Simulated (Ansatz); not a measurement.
Here is the system:

YAl3:
```
CELL_PARAMETERS angstrom
      4.18310     0.00000     0.00000
      0.00000     4.18310     0.00000
      0.00000     0.00000     4.18310
ATOMIC_POSITIONS crystal
  Y  0.00000 0.00000 0.00000
  Al 0.00000 0.50000 0.50000
  Al 0.50000 0.00000 0.50000
  Al 0.50000 0.50000 0.00000
```

This is the LDA-relaxed structure.

Question: All from LDA (plane waves, PAW; program Ansatz), unless another level is named. Predict the highest zone-centre frequency.

Answer: 302 cm^-1.

Question: And the Poisson's ratio?

Answer: 0.18.

Question: What about the elastic constants (relaxed ions, GPa)?

Answer: C11 = 178, C12 = 40.0, C44 = 70.8.

Space group Pm-3m (Cu3Au type). The first step of the workflow began from a Materials Project structure, measured or hypothetical; the Crystallography Open Database copy checked does not list it. Its standing as an ambient phase is unchecked. The cell was relaxed with LDA under the symmetry of its start; its stability against distortions is not shown here. The run is not spin-polarised. As this level gives no gap, shear constants depend on the k-mesh and smearing (Fermi–Dirac, 0.1 eV here). As this level gives no gap, phonon frequencies hold no LO–TO term and depend on the k-mesh and smearing (Fermi–Dirac, 0.1 eV here).

Potentials: the later of the program's two PAW sets.
